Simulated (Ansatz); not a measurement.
# AlN (P6_3mc), stationary points along a deformation path

Method: Ansatz 0.2.0, DFT PBE, scalar-relativistic, plane waves, PAW. The runs took a 420 eV cutoff, a Γ-centred 9×9×6 mesh and Gaussian smearing (0.05 eV). No spin polarisation. Energies are free energies at this smearing, counted from the undisturbed cell; pressure is positive in compression.

Zero of the scan (as given, not relaxed at this level; it stands at 4.0 GPa):

```yaml
crystal:
  lattice:
    - [3.11100, 0.00000, 0.00000]
    - [-1.55550, 2.69421, 0.00000]
    - [0.00000, 0.00000, 4.97800]
  atoms:
    - { symbol: Al, position: [0.33333, 0.66667, 0.00000] }
    - { symbol: Al, position: [0.66667, 0.33333, 0.50000] }
    - { symbol: N, position: [0.33333, 0.66667, 0.38500] }
    - { symbol: N, position: [0.66667, 0.33333, 0.88500] }
```

At fixed volume and fractional coordinates, lengths along (0.000, 0.000, 1.000) are scaled against those across it; ρ is that ratio over its starting value. V = 10.431 Å³/atom. Δσ is the stress along the axis less the mean stress across it (compression positive).

```
    ρ  ΔE (meV/atom)  Δσ (GPa) space group
0.800          435.1     95.79       P6_3mc
0.850          221.9     66.70       P6_3mc
0.920           53.5     31.88       P6_3mc
0.960           10.9     14.32       P6_3mc
1.000            0.0     -1.87       P6_3mc
1.050           23.7    -20.40       P6_3mc
1.100           82.1    -37.30       P6_3mc
1.200          279.9    -67.01       P6_3mc
1.300          556.8    -92.00       P6_3mc
```

How does the stress give the slope of the energy, and where is the energy stationary?

Along the path d ln(length) is 2/3 d ln ρ on the axis and −1/3 d ln ρ across it, so dE/d ln ρ = −(2/3) V Δσ: the energy falls with ρ where Δσ is positive. Δσ vanishes or changes sign between ρ = 0.960 and 1.000, a minimum (near 1.00 by linear interpolation). Pairs of stationary points between two samples would go unseen, and could change a minimum read from distant neighbours into a maximum.

Integrate that slope from ρ = 1 to 0.850 by the trapezoid rule.

With V/N in Å³ and 1 eV/Å³ = 160.2 GPa the slopes at ρ = 1.000, 0.960, 0.920, 0.850 are 81, -621, -1384, -2895 meV/atom per unit of ln ρ. The steps add 11.0 + 42.7 + 169.3 = 223.0 meV/atom, against 221.9 from the energies; the trapezoid rule misses the curvature of the slope within each step.

Forces appear on the atoms along this scan, and letting them relax would lower the energy and soften the response.